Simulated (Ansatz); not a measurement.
Ir:
```
Ir
1.0
    0.00000     1.91795     1.91795
    1.91795     0.00000     1.91795
    1.91795     1.91795     0.00000
Ir
1
Cartesian
  0.00000   0.00000   0.00000
```

Relaxed with r²SCAN+D4.

Q: Which orbitals make up the states near the Fermi level in plane-wave PAW r²SCAN+D4 (Ansatz code)?

A: Within 0.5 eV of the Fermi level: Ir 5d 95 %. Projections are on Löwdin-orthogonalised atomic valence shells; empty p or d shells of many metals are not among them.

Q: Tabulate the density of states.

A: States/eV per cell of 1 atom, in 0.25 eV bins, energy from the Fermi level.

| E (eV) | total | Ir 5d | Ir 6s |
|---|---|---|---|
| -7.85 | 0.75 | 0.49 | 0.25 |
| -7.60 | 0.95 | 0.68 | 0.26 |
| -7.35 | 1.18 | 0.93 | 0.23 |
| -7.10 | 1.21 | 1.02 | 0.18 |
| -6.85 | 1.12 | 0.98 | 0.13 |
| -6.60 | 1.07 | 0.96 | 0.09 |
| -6.35 | 0.99 | 0.91 | 0.06 |
| -6.10 | 0.73 | 0.69 | 0.03 |
| -5.85 | 0.83 | 0.79 | 0.02 |
| -5.60 | 1.11 | 1.05 | 0.03 |
| -5.35 | 1.02 | 0.96 | 0.03 |
| -5.10 | 1.05 | 0.99 | 0.04 |
| -4.85 | 1.13 | 1.05 | 0.05 |
| -4.60 | 1.21 | 1.11 | 0.07 |
| -4.35 | 1.29 | 1.17 | 0.08 |
| -4.10 | 1.43 | 1.28 | 0.10 |
| -3.85 | 1.61 | 1.46 | 0.09 |
| -3.60 | 1.78 | 1.65 | 0.08 |
| -3.35 | 1.33 | 1.21 | 0.07 |
| -3.10 | 1.05 | 0.94 | 0.06 |
| -2.85 | 0.95 | 0.86 | 0.05 |
| -2.60 | 0.89 | 0.80 | 0.04 |
| -2.35 | 0.89 | 0.81 | 0.04 |
| -2.10 | 1.08 | 0.99 | 0.04 |
| -1.85 | 1.28 | 1.19 | 0.04 |
| -1.60 | 1.05 | 0.98 | 0.04 |
| -1.35 | 0.90 | 0.83 | 0.03 |
| -1.10 | 0.88 | 0.83 | 0.03 |
| -0.85 | 0.83 | 0.78 | 0.03 |
| -0.60 | 0.80 | 0.75 | 0.02 |
| -0.35 | 0.80 | 0.76 | 0.03 |
| -0.10 | 0.84 | 0.79 | 0.03 |
| 0.15 | 0.89 | 0.85 | 0.03 |
| 0.40 | 1.04 | 0.99 | 0.03 |
| 0.65 | 1.41 | 1.36 | 0.04 |
| 0.90 | 1.44 | 1.39 | 0.03 |
| 1.15 | 0.96 | 0.91 | 0.04 |
| 1.40 | 0.68 | 0.61 | 0.05 |
| 1.65 | 0.35 | 0.27 | 0.05 |
| 1.90 | 0.25 | 0.16 | 0.06 |
| 2.15 | 0.25 | 0.15 | 0.07 |
| 2.40 | 0.25 | 0.14 | 0.07 |
| 2.65 | 0.25 | 0.13 | 0.07 |
| 2.90 | 0.26 | 0.12 | 0.08 |
| 3.15 | 0.26 | 0.11 | 0.08 |
| 3.40 | 0.26 | 0.10 | 0.09 |
| 3.65 | 0.26 | 0.09 | 0.09 |
| 3.90 | 0.25 | 0.08 | 0.09 |
| 4.15 | 0.25 | 0.08 | 0.09 |
| 4.40 | 0.25 | 0.07 | 0.10 |
| 4.65 | 0.25 | 0.06 | 0.10 |

Space group Fm-3m (fcc (Cu type)). The cell was relaxed with r²SCAN+D4 under the symmetry of its start. No spin polarisation was allowed. The pairwise dispersion correction was not fitted to metals. Spin–orbit coupling is left out wherever it is not named.

Potentials: the earlier of the program's two PAW sets.
